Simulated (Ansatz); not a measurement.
# A plane-wave run on Cs₃VF₆

The input, for Ansatz 0.2.0 (plane waves, PAW):

```yaml
crystal:
  lattice:
    - [0.0, 4.67646552, 4.67646552]
    - [4.67646552, 0.0, 4.67646552]
    - [4.67646552, 4.67646552, 0.0]
  atoms:
    - { symbol: Cs, position: [0.75, 0.75, 0.75] }
    - { symbol: Cs, position: [0.25, 0.25, 0.25] }
    - { symbol: Cs, position: [0.0, 0.0, 0.0] }
    - { symbol: V, position: [0.5, 0.5, 0.5] }
    - { symbol: F, position: [0.2965, 0.7035, 0.7035] }
    - { symbol: F, position: [0.7035, 0.2965, 0.7035] }
    - { symbol: F, position: [0.7035, 0.2965, 0.2965] }
    - { symbol: F, position: [0.2965, 0.7035, 0.2965] }
    - { symbol: F, position: [0.7035, 0.7035, 0.2965] }
    - { symbol: F, position: [0.2965, 0.2965, 0.7035] }
  symmetry: { tolerance: 0.0003 }
kpoints:
  mp_grid: { grid: [6, 6, 6], shift: [0, 0, 0] }
  band_path:
    path:
      - [0.0, 0.0, 0.0]
      - [0.5, 0.0, 0.5]
      - [0.625, 0.25, 0.625]
      - [0.375, 0.375, 0.75]
      - [0.0, 0.0, 0.0]
      - [0.5, 0.5, 0.5]
      - [0.5, 0.25, 0.75]
      - [0.5, 0.0, 0.5]
    npoints: 8
magnetization:
  spin_polarized: false
scf:
  occupations: { method: gaussian, width: 0.1042 }
  lower_state_search: "off"
  max_iter: 200
hamiltonian:
  pseudopotentials: { kind: paw }
  xc: r2scan
basis:
  ecutwfc: 500
  fft_grid_basis: typed
output:
  forces: true
  stress: true
  eigenvalues: true
  bader: true
  populations: true
  elf: true
  write_potential: true
  volumetric_format: npy
  dos:
    e_range: [-12, 8]
    de: 0.05
    projected: { site_lists: { Cs: [Cs], F: [F], V: [V] } }
checkpoint:
  read: saved_state
```

The saved state is an earlier solution for the same cell, perhaps on another mesh. 

Output (shortened):

```
Free energy (F): -24845.9142 eV
Harris-Foulkes:  -24845.9142 eV  (|F-HF|=3.80e-9)
Internal energy: -24845.7690 eV  (E = F + TS)
E sigma→0 (E₀):  -24845.8416 eV
Entropy (-TS):   -0.1452 eV (-14.522 meV/atom)
Fermi energy:    8.3201 eV
--- Per-component energies (eV) ---
  E_band       = -625.0070
  E_kinetic    = 2017.1432
  E_local      = -7344.1230  (includes V_loc(G=0)·N_el)
  E_nonlocal   = 479.7543
  E_hartree    = 3058.2587
  E_xc         = -1094.0215
  E_vxc        = -1300.4752  (∫ρ·V_xc dr)
  E_paw        = -17618.1839  (= ΣΔE_a)
  E_vpaw       = -677.7136  (= ΣTr[D̂ρ^β])
  E_aug_tail   = 0.0068  (compensation charges beyond the density's cutoff)
  E_vtau       = 83.8833  (kinetic-family band-sum trace: ∫τ·v_τ [+ j·A + Jᵃ·Aᵃ] dr)
  E_ewald      = -4344.2991
  E_core_change = -0.3045  (= ΣΔE_core)
  E_smearing   = -0.1452  (= −TS)
--- Forces (eV/Å), atoms counted from 1 ---
  atom   1  Cs     0.0000     0.0000     0.0000
  atom   2  Cs     0.0000     0.0000     0.0000
  atom   3  Cs     0.0000     0.0000     0.0000
  atom   4  V      0.0000     0.0000     0.0000
  atom   5  F      0.4938     0.0000     0.0000
  atom   6  F      0.0000     0.4938     0.0000
  atom   7  F     -0.4938     0.0000     0.0000
  atom   8  F      0.0000    -0.4938     0.0000
  atom   9  F      0.0000     0.0000     0.4938
  atom  10  F      0.0000     0.0000    -0.4938
--- Stress (GPa, compression-positive) ---
        2.1845       0.0000       0.0000
        0.0000       2.1845       0.0000
        0.0000       0.0000       2.1845
  P = ⅓ Tr σ = 2.1845 GPa (21.845 kbar)
--- Bader charges: 10 sites ---
  site symbol  charge [e]  shift [e]
     0     Cs      0.9200     0.0000
     1     Cs      0.9200     0.0000
     2     Cs      0.9005     0.0000
     3      V      2.0730     0.0020
     4      F     -0.8022     0.0003
     5      F     -0.8022     0.0003
     6      F     -0.8022     0.0003
     7      F     -0.8022     0.0003
     8      F     -0.8022     0.0003
     9      F     -0.8022     0.0003
```

Origin: a known structure type with other elements, at an estimated volume, so it need not be a known compound. Caveats: no spin polarisation, so a magnetic state may lie lower.
